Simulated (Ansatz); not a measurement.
ScPd$_{3}$C (anti-perovskite, Pm-3m), r²SCAN in the plane-wave PAW code Ansatz, all energies at zero smearing, with the estimated change up to a 700 eV cutoff added, with one set of potentials and settings (totals compare only within such a set). Cell of 5 atoms (1 Sc, 3 Pd, 1 C): -23350.499 eV.

| element | reference phase | E (eV/atom) |
|---|---|---|
| Sc | P6_3/mmc, 2 atoms in the cell | -2140.5631 |
| Pd | Fm-3m, 1 atoms in the cell | -6985.7628 |
| C | P6_3/mmc, 4 atoms in the cell | -251.6688 |

Formation energy per atom, worked out: (-23350.499 − 1×(-2140.5631) − 3×(-6985.7628) − 1×(-251.6688))/5 = -0.196 eV/atom (-19 kJ per mol of atoms), at 0 K, without zero-point energy or fitted corrections.

The start of the workflow was typed in or built on a structure type; neither database checked (COD, Materials Project) lists it. Whether it is the stable phase at ambient conditions was not checked. Symmetry was held in the r²SCAN relaxation; whether a distortion lowers the energy is not shown. The run is not spin-polarised. The references are the lowest solids computed at this level, not always the standard phases.

Potentials: the earlier of the program's two PAW sets.
